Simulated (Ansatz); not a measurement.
Crystals of one space group, with the same sites and like axis ratios (P4/nmm), relaxed and computed with PBE (plane waves, PAW; program Ansatz).

```
crystal  a (Å)  V (Å³/atom)  ΔH_f (eV/atom)  spin order, net moment (μB/atom)
-------  -----  -----------  --------------  --------------------------------
Cr2C     3.123         9.20            0.23           ferromagnetic; net 0.18
Zr2C         …            …               …                not spin-polarised
Hf2C     3.635        15.11            0.19                not spin-polarised
Ta2C     3.525        13.50            0.38                not spin-polarised
```

Task: Complete the blanks.

Result: 
- Zr2C, a (Å): 3.647
- Zr2C, V (Å³/atom): 15.44
- Zr2C, ΔH_f (eV/atom): 0.07

Spin orders computed, not proven ground states: Cr2C, P4/nmm (Cr on 2a, Cr on 2c, C on 2c) ferromagnetic. Constructed cells (a structure type filled with these elements, in neither database checked): Cr2C, P4/nmm (Cr on 2a, Cr on 2c, C on 2c); Zr2C, P4/nmm (Zr on 2a, Zr on 2c, C on 2c); Hf2C, P4/nmm (Hf on 2a, Hf on 2c, C on 2c); Ta2C, P4/nmm (Ta on 2a, Ta on 2c, C on 2c). All cells were relaxed under the symmetry of their starts (and spin orders); stability against distortions was not tested throughout. Rows with no word on spin ran without spin polarisation. Scalar-relativistic: spin–orbit coupling is off unless named, which matters more the heavier the elements.

Potentials: the later of the program's two PAW sets.

Formation energies count from the lowest solids of the elements computed at the same level, not from gases.
